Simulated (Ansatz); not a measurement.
HfO₂ in space group P2_1/c (No. 14; Hf on 4e, O on 4e, O on 4e), PBE in the plane-wave PAW code Ansatz. The conduction-band minimum lies at Y2, with 1 equivalent valley. Second derivatives d²E/dk² of the lowest band at one valley (eV·Å²), along Cartesian directions:

```
direction  d²E/dk²
---------  -------
[100]        5.942
[010]        6.949
[001]        2.746
[110]        6.443
[101]        6.437
[011]        4.846
```

Q: Find the principal effective masses, the density-of-states mass and the conductivity mass.

A: Off-diagonal terms follow from H_xy = H[110] − (H_xx + H_yy)/2, and m*/mₑ = 7.620 eV·Å² over each eigenvalue: 1.1, 1.1, 4.5. One valley's DOS mass (m₁m₂m₃)^(1/3) = 1.7, conductivity mass 3/(Σ 1/mᵢ) = 1.5 mₑ.

Q: What effective density of states Nc follows at 300 K for parabolic valleys?

A: Nc = 2.509e19 × 1 × (1.7)^(3/2) ≈ 5.6e19 cm⁻³.

Symmetry was held in the PBE relaxation. The run is not spin-polarised. Scalar-relativistic: spin–orbit coupling is off unless named, which matters more the heavier the elements.

Potentials: the earlier of the program's two PAW sets.

Edges and masses are those of Kohn–Sham bands, whose gap is no quasiparticle gap.
